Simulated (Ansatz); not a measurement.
Input, command and steps of an Ansatz relaxation.

```yaml
crystal:
  lattice:
    - [6.7715033979, 0.0, 0.0]
    - [0.0, 6.7715033979, 0.0]
    - [0.0, 0.0, 6.7715033979]
  atoms:
    - { symbol: Si, position: [0.5, 0.5, 0.5] }
    - { symbol: Si, position: [0.0, 0.0, 0.0] }
    - { symbol: C, position: [0.75, 0.25, 0.25] }
    - { symbol: C, position: [0.25, 0.25, 0.75] }
    - { symbol: C, position: [0.75, 0.75, 0.75] }
    - { symbol: C, position: [0.25, 0.75, 0.25] }
    - { symbol: "N", position: [0.1460517157, 0.8539482843, 0.1460517157] }
    - { symbol: "N", position: [0.6460517157, 0.6460517157, 0.6460517157] }
    - { symbol: "N", position: [0.8539482843, 0.8539482843, 0.8539482843] }
    - { symbol: "N", position: [0.3539482843, 0.6460517157, 0.3539482843] }
    - { symbol: "N", position: [0.3539482843, 0.3539482843, 0.6460517157] }
    - { symbol: "N", position: [0.6460517157, 0.3539482843, 0.3539482843] }
    - { symbol: "N", position: [0.1460517157, 0.1460517157, 0.8539482843] }
    - { symbol: "N", position: [0.8539482843, 0.1460517157, 0.1460517157] }
basis:
  ecutwfc: 500
kpoints:
  mp_grid: { grid: [4, 4, 4] }
hamiltonian:
  xc: r2scan
scf:
  occupations: { method: gaussian, width: 0.02 }
output:
  forces: true
  stress: true
  eigenvalues: true
relax:
  adjacent_minimum: "off"
  f_tol: 0.01
  max_steps: 30
```

```bash
ansatz run input.yaml --threads 4 --pin off --max-ram 10240MiB --backend cpu --events-out ev --progress --plain --runs-dir out
```

Level of theory: Ansatz 0.2.0, DFT r2SCAN, scalar-relativistic, plane waves, PAW.

The volume is held at 1.06 times that of the relaxed cell.

Of 4 frames 3 are shown, positions in Å and forces in eV/Å; the SCF threshold varies from step to step.

```xyz
14
Lattice="6.7715 0.0000 0.0000 0.0000 6.7715 0.0000 0.0000 0.0000 6.7715" Properties=species:S:1:pos:R:3:forces:R:3 pbc="T T T" step=1 free_energy_over_end_meV_per_atom=0.75
Si    3.3858    3.3858    3.3858    0.0000    0.0000    0.0000
Si    0.0000    0.0000    0.0000    0.0000    0.0000    0.0000
C     5.0786    1.6929    1.6929    0.0000    0.0000    0.0000
C     1.6929    1.6929    5.0786    0.0000    0.0000    0.0000
C     5.0786    5.0786    5.0786    0.0000    0.0000    0.0000
C     1.6929    5.0786    1.6929    0.0000    0.0000    0.0000
N     0.9890    5.7825    0.9890    0.3281   -0.3281    0.3281
N     4.3747    4.3747    4.3747    0.3281    0.3281    0.3281
N     5.7825    5.7825    5.7825   -0.3281   -0.3281   -0.3281
N     2.3968    4.3747    2.3968   -0.3281    0.3281   -0.3281
N     2.3968    2.3968    4.3747   -0.3281   -0.3281    0.3281
N     4.3747    2.3968    2.3968    0.3281   -0.3281   -0.3281
N     0.9890    0.9890    5.7825    0.3281    0.3281   -0.3281
N     5.7825    0.9890    0.9890   -0.3281    0.3281    0.3281
14
Lattice="6.7715 0.0000 0.0000 0.0000 6.7715 0.0000 0.0000 0.0000 6.7715" Properties=species:S:1:pos:R:3:forces:R:3 pbc="T T T" step=2 free_energy_over_end_meV_per_atom=0.04
Si    3.3858    3.3858    3.3858    0.0000    0.0000    0.0000
Si    0.0000    0.0000    0.0000    0.0000    0.0000    0.0000
C     5.0786    1.6929    1.6929    0.0000    0.0000    0.0000
C     1.6929    1.6929    5.0786    0.0000    0.0000    0.0000
C     5.0786    5.0786    5.0786    0.0000    0.0000    0.0000
C     1.6929    5.0786    1.6929    0.0000    0.0000    0.0000
N     0.9910    5.7805    0.9910    0.0783   -0.0783    0.0783
N     4.3768    4.3768    4.3768    0.0783    0.0783    0.0783
N     5.7805    5.7805    5.7805   -0.0783   -0.0783   -0.0783
N     2.3947    4.3768    2.3947   -0.0783    0.0783   -0.0783
N     2.3947    2.3947    4.3768   -0.0783   -0.0783    0.0783
N     4.3768    2.3947    2.3947    0.0783   -0.0783   -0.0783
N     0.9910    0.9910    5.7805    0.0783    0.0783   -0.0783
N     5.7805    0.9910    0.9910   -0.0783    0.0783    0.0783
14
Lattice="6.7715 0.0000 0.0000 0.0000 6.7715 0.0000 0.0000 0.0000 6.7715" Properties=species:S:1:pos:R:3:forces:R:3 pbc="T T T" step=4 free_energy_over_end_meV_per_atom=0.00
Si    3.3858    3.3858    3.3858    0.0000    0.0000    0.0000
Si    0.0000    0.0000    0.0000    0.0000    0.0000    0.0000
C     5.0786    1.6929    1.6929    0.0000    0.0000    0.0000
C     1.6929    1.6929    5.0786    0.0000    0.0000    0.0000
C     5.0786    5.0786    5.0786    0.0000    0.0000    0.0000
C     1.6929    5.0786    1.6929    0.0000    0.0000    0.0000
N     0.9917    5.7798    0.9917    0.0004   -0.0004    0.0004
N     4.3774    4.3774    4.3774    0.0004    0.0004    0.0004
N     5.7798    5.7798    5.7798   -0.0004   -0.0004   -0.0004
N     2.3941    4.3774    2.3941   -0.0004    0.0004   -0.0004
N     2.3941    2.3941    4.3774   -0.0004   -0.0004    0.0004
N     4.3774    2.3941    2.3941    0.0004   -0.0004   -0.0004
N     0.9917    0.9917    5.7798    0.0004    0.0004   -0.0004
N     5.7798    0.9917    0.9917   -0.0004    0.0004    0.0004
```

It took 45 s on 4 threads of Intel(R) Xeon(R) Processor @ 2.50GHz (Skylake/Cascade Lake), on a shared host, peak memory 1.3 GiB.